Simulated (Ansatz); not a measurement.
W:
Space group R-3m, hexagonal axes (No. 166); a = b = 5.1865 Å, c = 28.0011 Å, α = β = 90.00°, γ = 120.00°

```tsv
atom	site	symmetry	x	y	z
W	18h	.m	0.3357	0.1679	0.0784
W	6c	3m	0.0000	0.0000	0.1673
W	3a	-3m	0.0000	0.0000	0.0000
W	6c	3m	0.0000	0.0000	0.4545
W	6c	3m	0.0000	0.0000	0.3473
```
(The calculation used a cell of 13 atoms; values per cell refer to that cell.)

Relaxed at zero pressure with DFT-PBE in the program Ansatz with PAW potentials.

Problem. The volume is raised by 6 % and shape and atoms relax at that volume. What pressure results, and how do the axes share the change?

Solution. -14.0 GPa; a 1.7 %, b 1.7 %, c 2.5 %; the energy rises by 46 meV/atom.

Problem. Give the new structure.

Solution. 
Space group R-3m, hexagonal axes (No. 166); a = b = 5.2739 Å, c = 28.7060 Å, α = β = 90.00°, γ = 120.00°

```tsv
atom	site	symmetry	x	y	z
W	18h	.m	0.3351	0.1676	0.0787
W	6c	3m	0.0000	0.0000	0.1670
W	3a	-3m	0.0000	0.0000	0.0000
W	6c	3m	0.0000	0.0000	0.4551
W	6c	3m	0.0000	0.0000	0.3445
```

The phase is kept; no other phase was compared at this pressure.

The start of the workflow was typed in or built on a structure type; neither database checked (COD, Materials Project) lists it. It is not the phase usual at ambient conditions (space group No. 229). The PBE relaxation kept the symmetry of its start; its stability against distortions is not shown here. No spin polarisation was allowed. Axis ratios of metals converge slowly with the k-mesh, so a and c are less sure than the volume. Spin–orbit coupling is left out wherever it is not named.

Potentials: the later of the program's two PAW sets.
